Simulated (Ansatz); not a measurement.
Ansatz (an electronic-structure program) input:

Ansatz 0.2 input:
```yaml
crystal:
  lattice:
    - [0.0, 2.7054960123, 2.7054960123]
    - [2.7054960123, 0.0, 2.7054960123]
    - [2.7054960123, 2.7054960123, 0.0]
  atoms:
    - { symbol: Li, position: [0.0, 0.0, 0.0] }
    - { symbol: Br, position: [0.5, 0.5, 0.5] }
kpoints:
  mp_grid: { grid: [7, 7, 7] }
hamiltonian:
  xc: hse06
  pseudopotentials: { kind: paw }
scf:
  n_extra_bands: 6
  occupations: { method: fixed }
output:
  eigenvalues: true
  eigenstates:
    e_range: [-9.0, 15.5]
    kpoints:
      - [-0.083333, 0.0, 0.083333]  # VBM
      - [0.0, 0.0, 0.0]  # CBM
      - [0.0, 0.0, 0.0]  # GAMMA
      - [0.5, 0.0, 0.5]  # X
      - [0.5, 0.5, 0.5]  # L
      - [0.5, 0.25, 0.75]  # W
      - [0.375, 0.375, 0.75]  # K
      - [0.625, 0.25, 0.625]  # U
```

Output (shortened):

```
Pseudopotential: Li, paw, valence charge 3
Pseudopotential: Br, paw, valence charge 7
Functional definition: HSE06
davidson cushion auto → on  (no smearing: the cushion is to keep the highest requested band from converging to the state above it …
Crystal: 2 atoms, lattice volume = 39.607 Å³
Basis set: ecut = 420 eV, 749 PW (Γ)
Bands: 11, of which v1, the nominal top of the filled ones, is band 5 counted from 1 (4 counted from 0)
Symmetry: 48 space group operations
Space group: Fm-3m (ITA 225), of the structure as read, at distance tolerance 3.4e-5 Å
k-points: 20 of 343
SCF iter   1: F=—  HF=-2990.943649 eV  |F-HF|=—  |Δ(HF+E_count)|=         —  Δρ=1.76e-3  dr2=1.85e-3  ethr=1.77e-3  ⟨swp⟩=2.0  Hψ=1727  notcnv=0
preconditioner: auto → none
iter 2 solved again at ethr=1.00e-7 eV; its pass at ethr=1.85e-5 eV (dr2=1.00e-5 eV) is discarded
SCF iter   2: F=-2990.942893 eV  HF=-2990.942900 eV  |F-HF|=7.20e-6  |Δ(HF+E_count)|=   7.49e-4  Δρ=1.59e-4  dr2=7.52e-6  ethr=1.00e-7  ⟨swp⟩=4.0  Hψ=1321  notcnv=0
SCF 1 stopped early in 2 iterations: F = -2990.942893 eV  dr2 = 7.52e-6
Crystal: 2 atoms, lattice volume = 39.607 Å³
Exchange kernel: α = 0.2500, screened, ω = 0.2079 Å⁻¹, Wigner–Seitz truncation, v(0) = 1046.8816 eV·Å³, q-mesh 7×7×7, nearest image of the exchange supercell L …
Frozen-core exchange: fock
SCF iter   1: F=—  HF=-2993.041896 eV  |F-HF|=—  |Δ(HF+E_count)|=         —  Δρ=3.29e-3  dr2=2.68e-3  ethr=7.52e-7  ⟨swp⟩=6.4  Hψ=1202  notcnv=0
preconditioner: auto → none
SCF iter   2: F=—  HF=-2993.041034 eV  |F-HF|=—  |Δ(HF+E_count)|=   8.63e-4  Δρ=1.54e-3  dr2=6.24e-4  ethr=7.52e-7  ⟨swp⟩=3.1  Hψ=740  notcnv=0
SCF iter   3: F=—  HF=-2993.042141 eV  |F-HF|=—  |Δ(HF+E_count)|=   1.11e-3  Δρ=2.90e-4  dr2=5.44e-5  ethr=7.52e-7  ⟨swp⟩=3.0  Hψ=714  notcnv=0
SCF iter   4: F=—  HF=-2993.042128 eV  |F-HF|=—  |Δ(HF+E_count)|=   1.29e-5  Δρ=6.31e-5  dr2=1.46e-6  ethr=4.66e-7  ⟨swp⟩=3.0  Hψ=589  notcnv=0
SCF iter   5: F=-2993.042128 eV  HF=-2993.042128 eV  |F-HF|=3.51e-8  |Δ(HF+E_count)|=   1.99e-7  Δρ=1.60e-5  dr2=6.54e-7  ethr=8.37e-9  ⟨swp⟩=3.0  Hψ=644  notcnv=0
SCF 2 stopped early in 5 iterations: F = -2993.042128 eV  dr2 = 6.54e-7
hybrid outer 1: dexx = +1.668e-3 eV, tail = 8.07e-6 eV
Crystal: 2 atoms, lattice volume = 39.607 Å³
Exchange kernel: α = 0.2500, screened, ω = 0.2079 Å⁻¹, Wigner–Seitz truncation, v(0) = 1046.8816 eV·Å³, q-mesh 7×7×7, nearest image of the exchange supercell L …
Frozen-core exchange: fock
SCF iter   1: F=—  HF=-2993.042380 eV  |F-HF|=—  |Δ(HF+E_count)|=         —  Δρ=4.12e-5  dr2=3.97e-7  ethr=4.04e-7  ⟨swp⟩=3.0  Hψ=600  notcnv=0
preconditioner: auto → none
iter 2 solved again at ethr=4.97e-11 eV; its pass at ethr=3.39e-9 eV (dr2=4.97e-9 eV) is discarded
SCF iter   2: F=-2993.042380 eV  HF=-2993.042380 eV  |F-HF|=6.05e-9  |Δ(HF+E_count)|=   1.04e-7  Δρ=5.75e-6  dr2=1.70e-8  ethr=4.97e-11  ⟨swp⟩=3.2  Hψ=1218  notcnv=0
SCF 3 converged in 2 iterations: F = -2993.042380 eV  dr2 = 1.70e-8
hybrid outer 2: dexx = +1.565e-7 eV, tail = 3.87e-8 eV, Δε = 8.16e-4 eV (about 5.01e-5 eV left of the loop's levels)
NSCF: frozen V_eff on 8 k-points
hybrid SCF converged: 2 outer / 7 inner (+2 warm-up), last move |dexx| = 1.57e-7 eV, tail = 3.87e-8 eV
Stability not checked (fock_operator)
Free energy (F): -2993.042380 eV
Frozen-core exchange: fock
Harris-Foulkes:  -2993.042380 eV  (|F-HF|=6.05e-9)
Internal energy: -2993.042380 eV  (E = F + TS)
E sigma→0 (E₀):  -2993.042380 eV
Fermi energy:    1.665904 eV
--- Per-component energies (eV) ---
  E_band       = -115.274412
  E_kinetic    = 156.010871
  E_local      = -302.119747  (includes V_loc(G=0)·N_el)
  E_nonlocal   = 36.859680
  E_hartree    = 77.049592
  E_xc         = -217.945940
  E_vxc        = -95.472039  (∫ρ·V_xc dr)
  E_exx        = -24.770331  (= α·E_x^exact, valence–valence)
  E_paw        = -2303.030043  (= ΣΔE_a)
  E_vpaw       = -15.112811  (= ΣTr[D̂ρ^β])
  E_aug_tail   = 0.000018  (compensation charges beyond the density's cutoff)
  E_ewald      = -414.733263
  E_core_change = -0.363218  (= ΣΔE_core)
  E_smearing   =  0.000000  (= −TS)
  E_closure    =  0.000000  (closes the sum)
  Σ components = -2993.042380   (vs F -2993.042380, Δ=0.00e0)
  [band-id]    e_kinetic+e_local+e_nonlocal+2·e_hartree+e_vxc+2·e_exx+e_vpaw+e_augmentation_tail = -115.275505   (vs E_band -115.274412, Δ=-1.09e-3)
--- Band table (eV; the first three rows and the last of 20) ---
  k-point 0: bands = ["-45.5574", "-13.0994", "1.6659", "1.6659", "1.6659", "8.0622", "13.5207", "13.5207", "13.5207", "15.6461", "15.6461"]
  k-point 1: bands = ["-45.5571", "-12.9965", "0.8404", "1.6009", "1.6009", "8.7190", "12.6952", "13.2847", "13.2847", "14.6239", "14.6239"]
  k-point 2: bands = ["-45.5564", "-12.7489", "-0.5999", "1.4649", "1.4649", "8.9495", "11.9522", "11.9522", "13.3464", "16.0403", "16.0403"]
  k-point 19: bands = ["-45.5551", "-12.2759", "-0.9699", "-0.7068", "0.5173", "10.4029", "11.9499", "12.6784", "13.1250", "16.5993", "17.8318"]
```

Cost: very roughly 80 core-seconds on shared cores.

The points marked VBM and CBM come from a semilocal run.

Symmetry was held in the PBEsol relaxation. Scalar-relativistic: spin–orbit coupling is off unless named, which matters more the heavier the elements.

Potentials: the later of the program's two PAW sets.

Ansatz is a plane-wave DFT program.
